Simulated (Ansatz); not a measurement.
HfTc (CsCl type, Pm-3m) at seven volumes, DFT-PBEsol in the program Ansatz with PAW potentials, scaled uniformly. One row is withheld.

| V (Å³/atom) | P (GPa) |
|---|---|
| 15.287 | 23.14 |
| 15.791 | 14.22 |
| 16.295 | 6.56 |
| 16.799 | 0.00 |
| 17.303 | ? |
| 17.807 | -10.45 |
| 18.311 | -14.62 |

Problem. Fit the shown pressures and predict the withheld one.

Solution. P = (3/2)B₀(x^(7/2) − x^(5/2))[1 + (3/4)(B′ − 4)(x − 1)] with x = (V₀/V)^(2/3). Least squares on the six rows gives V₀ = 16.800 Å³/atom, B₀ = 202 GPa, B′ = 4.08. At V = 17.303, x = 0.9805 and P = -5.61 GPa. The run itself gave -5.62 GPa.

The workflow started from an entry of the Crystallography Open Database (COD). Its standing as an ambient phase is unchecked. The cell was relaxed with PBEsol under the symmetry of its start; of distortions, only those at the zone centre were tested. The run is not spin-polarised. Scalar-relativistic: spin–orbit coupling is off unless named, which matters more the heavier the elements.

Potentials: the later of the program's two PAW sets.
